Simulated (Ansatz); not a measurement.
AlAu in space group P2_1/m (No. 11; Al on 2e, Al on 2e, Au on 2e, Au on 2e) under volume change, the program Ansatz at the r²SCAN level (PAW), shape and atoms relaxed at each volume.

```
V (Å³/atom)  E − E(relaxed) (meV/atom)  P (GPa)
-----------  -------------------------  -------
15.605                            57.9    13.22
16.119                            24.3     7.95
16.634                             5.8     3.69
17.148                             0.0     0.00
17.663                             4.9    -2.92
18.692                            37.9    -7.63
```

### Question
What does a third-order Birch–Murnaghan fit give for V₀, B₀ and B′?

### Answer
V₀ = 17.15 Å³/atom, B₀ = 110 GPa, B′ = 5.0.

The first step of the workflow began from a Materials Project structure, measured or hypothetical; the Crystallography Open Database copy checked does not list it. Its standing as an ambient phase is unchecked. Symmetry was held in the r²SCAN relaxation; its stability against distortions is not shown here. Spin–orbit coupling is left out wherever it is not named.

Potentials: the later of the program's two PAW sets.
